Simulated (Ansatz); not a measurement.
HfO₂:
```
HfO2
1.0
    4.78957     0.00000     0.00000
    0.00000     4.78957     0.00000
    0.00000     0.00000     3.18606
Hf O
2 4
Direct
  0.00000   0.00000   0.00000
  0.50000   0.50000   0.50000
  0.19511   0.80489   0.50000
  0.80489   0.19511   0.50000
  0.69511   0.69511   0.00000
  0.30489   0.30489   0.00000
```

x, y and z are the axes in which the lattice vectors are written.

Problem. Give the high-frequency dielectric tensor and the Born effective charge tensors of the independent atoms from DFPT, LDA in the plane-wave PAW code Ansatz.

Solution. 
ε∞:
```
4.63  0.00  0.00
0.00  4.63  0.00
0.00  0.00  5.23
```
Z* of atom 1 (Hf), rows: field, columns: displacement, in e:
```
5.37  0.63  0.00
0.63  5.37  0.00
0.00  0.00  6.29
```
Z* of atom 3 (O), rows: field, columns: displacement, in e:
```
-2.68   1.36   0.00
 1.36  -2.68   0.00
 0.00   0.00  -3.14
```

Space group P4_2/mnm (rutile). The first step of the workflow began from a Materials Project structure, measured or hypothetical; the Crystallography Open Database copy checked does not list it. It is not the phase usual at ambient conditions (space group No. 14, 29). Symmetry was held in the LDA relaxation; its stability against distortions is not shown here. The run is not spin-polarised. Spin–orbit coupling is left out wherever it is not named.

Potentials: the earlier of the program's two PAW sets. The files were generated under PBE; for other functionals the program regenerates the frozen cores, and for LDA and PBEsol the local potential too.
